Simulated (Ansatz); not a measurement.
The cell is InGa₃P₄ as one 8-atom ordering (Cm) on the zincblende lattice; cell and atoms were relaxed with r2SCAN. The symmetry is Cm (No. 8, monoclinic); a = 13.050 Å, b = 3.930 Å, c = 6.826 Å, β = 99.9° in the conventional setting, 21.55 Å³ an atom. Around Ga lie 4 P at 2.36–2.40 Å; around Ga lie 4 P at 2.35–2.40 Å; around Ga lie 4 P at 2.33–2.38 Å; around In lie 4 P at 2.50–2.54 Å; around P lie 3 Ga at 2.39 Å and 1 In at 2.54 Å; around P lie 4 Ga at 2.38–2.40 Å; around P lie 3 Ga at 2.36–2.37 Å and 1 In at 2.52 Å; around P lie 2 Ga at 2.33–2.35 Å and 2 In at 2.50 Å.

```cif
data_structure
_symmetry_space_group_name_H-M 'Cm'
_symmetry_Int_Tables_number 8
_cell_length_a 13.0505
_cell_length_b 3.9299
_cell_length_c 6.8260
_cell_angle_alpha 90.000
_cell_angle_beta 99.921
_cell_angle_gamma 90.000
_cell_volume 344.85
loop_
_atom_site_label
_atom_site_type_symbol
_atom_site_symmetry_multiplicity
_atom_site_Wyckoff_symbol
_atom_site_fract_x
_atom_site_fract_y
_atom_site_fract_z
_atom_site_occupancy
Ga1 Ga 2 a 0.00259 0.00000 0.00570 1
Ga2 Ga 2 a 0.49750 0.00000 0.49437 1
Ga3 Ga 2 a 0.24956 0.50000 0.25021 1
In1 In 2 a 0.25084 0.00000 0.75086 1
P1 P 2 a 0.44840 0.00000 0.81624 1
P2 P 2 a 0.43437 0.50000 0.31114 1
P3 P 2 a 0.18626 0.00000 0.07780 1
P4 P 2 a 0.18048 0.50000 0.54367 1
```

The questions ask for values computed with the plane-wave code Ansatz on this geometry. No magnetic order. The prototype was imposed, so other structures may be more stable.

Given (8×8×4 mesh): r2SCAN gives a direct gap of 1.58 eV at Γ.

(1) What does PBE give for the gap (8×8×4 mesh)?

(2) What does PBE+SOC give for the gap (8×8×4 mesh)?

(3) How does the gap change from r2SCAN to HSE06 (4×4×2)?

(4) What does PBE0 give for the gap (4×4×2 mesh)?

(5) How strongly does the crystal screen a field with clamped ions (r2SCAN)?

Answers

(1) With PBE the gap is 1.16 eV and direct, at Γ. The gap differs by -0.42 eV from r2SCAN's.

(2) The PBE+SOC gap is direct at Γ: 1.15 eV. Spin-orbit coupling itself accounts for -0.01 eV. The gap differs by -0.43 eV from r2SCAN's.

(3) HSE06 gives a direct gap of 2.04 eV at Γ. The gap differs by +0.46 eV from r2SCAN's.

(4) With PBE0 the gap is 2.70 eV and direct, at Γ. The gap differs by +1.12 eV from r2SCAN's.

(5) The electronic dielectric tensor ε∞ is 9.53, 9.51 and 9.56 along x, y and z. Born charges, averaged over directions: Ga +2.21 to +2.25, In +2.41, P -2.36 to -2.22 e. The program notes that the ground state's band table doesn't vouch for all the bands that the response reads.

Only the levels marked +SOC include spin-orbit coupling.

The meshes of the hybrids are coarse, so their gaps aren't converged to the digits shown.
